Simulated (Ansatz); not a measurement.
## Calculated with Ansatz: Ta₅W₄, settings compared

Run with:

```bash
ansatz run input.yaml --threads 1 --pin off --max-ram 2560MiB --backend cpu --events-out ev --progress --plain --runs-dir out
```

Input:

```yaml
crystal:
  lattice:
    - [0.0, 0.0, 3.308971]
    - [4.726447, -4.726447, 1.654485]
    - [4.726447, 4.726447, -1.654485]
  atoms:
    - { symbol: Ta, position: [0.0, 0.0, 0.0] }
    - { symbol: W, position: [0.284, 0.7678, 0.3358] }
    - { symbol: W, position: [0.0518, 0.6642, 0.7678] }
    - { symbol: W, position: [0.716, 0.2322, 0.6642] }
    - { symbol: W, position: [0.9482, 0.3358, 0.2322] }
    - { symbol: Ta, position: [0.3682, 0.9368, 0.6732] }
    - { symbol: Ta, position: [0.305, 0.3268, 0.9368] }
    - { symbol: Ta, position: [0.6318, 0.0632, 0.3268] }
    - { symbol: Ta, position: [0.695, 0.6732, 0.0632] }
  symmetry: { tolerance: 0.0003 }
kpoints:
  mp_grid: { grid: [6, 6, 6], shift: [0, 0, 0] }
magnetization:
  spin_polarized: false
scf:
  occupations: { method: gaussian, width: 0.1685 }
hamiltonian:
  pseudopotentials: { kind: paw }
  xc: r2scan
basis:
  ecutwfc: 500
output:
  forces: true
  stress: true
  eigenvalues: true
```

Origin of the cell: a known structure type with other elements, at an estimated volume, so it need not be a known compound.

Output of this run (shortened):

```
SCF iter   1: F=—  HF=-91301.399792 eV  Δρ=1.28e-2  dr2=4.05e-1  dr2_τ=4.13e-1
SCF iter   2: F=—  HF=-91301.639512 eV  Δρ=7.38e-3  dr2=1.41e-1  dr2_τ=4.74e-3
SCF iter   3: F=—  HF=-91301.631331 eV  Δρ=1.83e-3  dr2=1.28e-2  dr2_τ=2.03e-3
SCF iter   4: F=—  HF=-91301.630526 eV  Δρ=7.82e-4  dr2=2.59e-3  dr2_τ=6.93e-5
SCF iter   5: F=—  HF=-91301.630789 eV  Δρ=4.13e-4  dr2=4.54e-4  dr2_τ=5.24e-5
SCF iter   6: F=—  HF=-91301.630967 eV  Δρ=1.56e-4  dr2=1.01e-4  dr2_τ=7.39e-6
SCF iter   7: F=—  HF=-91301.631007 eV  Δρ=6.94e-5  dr2=2.00e-5  dr2_τ=6.11e-7
SCF iter   8: F=—  HF=-91301.630679 eV  Δρ=2.10e-5  dr2=7.26e-7  dr2_τ=2.53e-8  defer=107
SCF iter   9: F=-91301.630680 eV  HF=-91301.630680 eV  Δρ=5.42e-6  dr2=5.87e-8  dr2_τ=6.27e-9
SCF 1 converged in 9 iterations: F = -91301.630680 eV  dr2 = 5.87e-8
SCF converged after 9 iterations
Free energy (F): -91301.630680 eV
Harris-Foulkes:  -91301.630680 eV  (|F-HF|=2.34e-8)
Internal energy: -91301.547798 eV  (E = F + TS)
E sigma→0 (E₀):  -91301.589239 eV
Entropy (-TS):   -0.082882 eV (-9.209 meV/atom)
Fermi energy:    20.927544 eV
--- Per-component energies (eV) ---
  E_band       = -880.947932
  E_kinetic    = 3692.047524
  E_local      = -6180.227920  (includes V_loc(G=0)·N_el)
  E_nonlocal   = 109.256643
  E_hartree    = 2353.570748
  E_xc         = -2031.616512
  E_vxc        = -2171.337140  (∫ρ·V_xc dr)
  E_paw        = -76500.458755  (= ΣΔE_a)
  E_vpaw       = -1150.344997  (= ΣTr[D̂ρ^β])
  E_aug_tail   = 0.000225  (compensation charges beyond the density's cutoff)
  E_vtau       = 112.516341  (kinetic-family band-sum trace: ∫τ·v_τ [+ j·A + Jᵃ·Aᵃ] dr)
  E_ewald      = -12737.986554
  E_core_change = -6.133196  (= ΣΔE_core)
  E_smearing   = -0.082882  (= −TS)
  Σ components = -91301.630680   (vs F -91301.630680, Δ=0.00e0)
--- Forces (eV/Å), atoms counted from 1 ---
  atom   1  Ta    -0.000000     0.000000     0.000000
[… 3 lines left out …]
  atom   5  W      4.206745     0.704500     0.000000
  atom   6  Ta     0.972412    -0.809375    -0.000000
  atom   7  Ta     0.809375     0.972412     0.000000
  atom   8  Ta    -0.972412     0.809375     0.000000
  atom   9  Ta    -0.809375    -0.972412    -0.000000
  max |Σ_I F_I| component: 1.11e-15 eV/Å
--- Stress (GPa, compression-positive) ---
       44.689660       0.000000       0.000000
       -0.000000      44.689660       0.000001
       -0.000000       0.000001      29.047074
  P = ⅓ Tr σ = 39.4755 GPa (394.755 kbar)
```

The same input was run again with these changes:

1. `basis.ecutrho_ratio` default → 4
2. `basis.xc_grid` default → 2; `magnetization` { spin_polarized: false } → { spin_polarized: true } (starts: small); typed moments: Ta1 0.2, W2 0.2, W3 0.2, W4 0.2, W5 0.2, Ta6 0.2, Ta7 0.2, Ta8 0.2, Ta9 0.2
3. `scf.occupations.width` 0.1685 → 0.2; `total_charge` default → 1
4. `scf.initial_density.chi_scale` default → 0.0; `scf.occupations.width` 0.1685 → 0.3

| run | end | SCF iterations | P (GPa) | max force component (eV/Å) | moment (μB) | ΔE(σ→0) (meV/atom) |
| --- | --- | --- | --- | --- | --- | --- |
| base | converged | 9 | 39.48 | 4.207 | – | 0 |
| 1 | converged | 9 | 39.48 | 4.207 | – | 0.00 |
| 2 | converged | 21 | 39.48 | 4.207 | 0.00 | 0.00 |
| 3 | converged | 10 | – | 4.265 | – | – |
| 4 | converged | 10 | 39.61 | 4.255 | – | 0.21 |

Energies are compared only where functional, datasets, charge and starting cell are the same.

Not properties of the system: run 3 (too coarse or loose: `scf.occupations.width` = 0.2), run 4 (too coarse or loose: `scf.occupations.width` = 0.3).

Caveats of the base run: no moments, though an odd count or open d shells may carry them; no spin-orbit coupling, though heavy elements are present; the given cell is far from equilibrium, with atoms too close or a volume far off; the k mesh is coarse if the cell is a metal; wide smearing.

Run 2: a starting moment was lost.
Run 3: charged cell with a uniform background, whose pressure depends on convention.

The base run took 43 s on 1 thread of Arm Neoverse V2, with other jobs on the host, peak memory 0.88 GiB, from the program's own first density.
